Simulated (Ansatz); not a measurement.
# From the elastic tensor of KTaSe3 to moduli and sound speeds

Computed with DFT PBE, scalar-relativistic, plane waves, PAW (Ansatz 0.2.0). Settings: 420 eV plane-wave cutoff, Γ-centred 8×8×8 mesh, Fermi-Dirac smearing of 0.15 eV. No spin polarisation.

Space group Pm-3m (No. 221), cubic, a = 5.115 Å. Around K lie 12 Se at 3.62 Å; around Ta lie 6 Se at 2.56 Å; Se has 2 Ta at 2.56 Å, 8 Se at 3.62 Å and 4 K at 3.62 Å.

The cell was found from a structure generator's guess, not taken from experiment. In a metal, frequencies and elastic constants depend on the k mesh and the smearing, soft modes and shear constants most. Spin–orbit coupling is left out, which matters for heavy elements. A semilocal functional can close a gap that the real compound has.

Relaxed-ion constants (GPa, on the Cartesian axes of the calculation):
```
129.3  33.9  33.9   0.0   0.0   0.0
 33.9 129.3  33.9   0.0   0.0   0.0
 33.9  33.9 129.3   0.0   0.0   0.0
  0.0   0.0   0.0  24.0   0.0   0.0
  0.0   0.0   0.0   0.0  24.0   0.0
  0.0   0.0   0.0   0.0   0.0  24.0
```

Density 5.670 g/cm³; 5 atoms in 133.82 Å³.

With S = C⁻¹: B_V = (C11+C22+C33+2(C12+C13+C23))/9, G_V = (C11+C22+C33−C12−C13−C23+3(C44+C55+C66))/15, 1/B_R = S11+S22+S33+2(S12+S13+S23), 15/G_R = 4(S11+S22+S33−S12−S13−S23)+3(S44+S55+S66); Hill is their mean. Then v_l = √((B+4G/3)/ρ), v_t = √(G/ρ), v_m = [(2/v_t³+1/v_l³)/3]^(−1/3) and Θ = (ħ/k_B)·v_m·(6π²n/V)^(1/3) for n atoms in the volume V; E = 9BG/(3B+G), ν = (3B−2G)/(2(3B+G)) and A^U = 5G_V/G_R + B_V/B_R − 6.

| Quantity | Value |
| --- | --- |
| Bulk modulus, Voigt / Reuss / Hill | 65.7 / 65.7 / 65.7 GPa |
| Shear modulus, Voigt / Reuss / Hill | 33.5 / 29.9 / 31.7 GPa |
| Young's modulus | 82 GPa |
| Poisson ratio | 0.292 |
| Pugh ratio B/G | 2.07 (over 1.75, the rule of thumb for ductile) |
| Universal anisotropy index | 0.59 |
| Longitudinal and transverse sound speeds | 4363 and 2364 m/s |
| Debye temperature from the mean sound speed | 263 K |
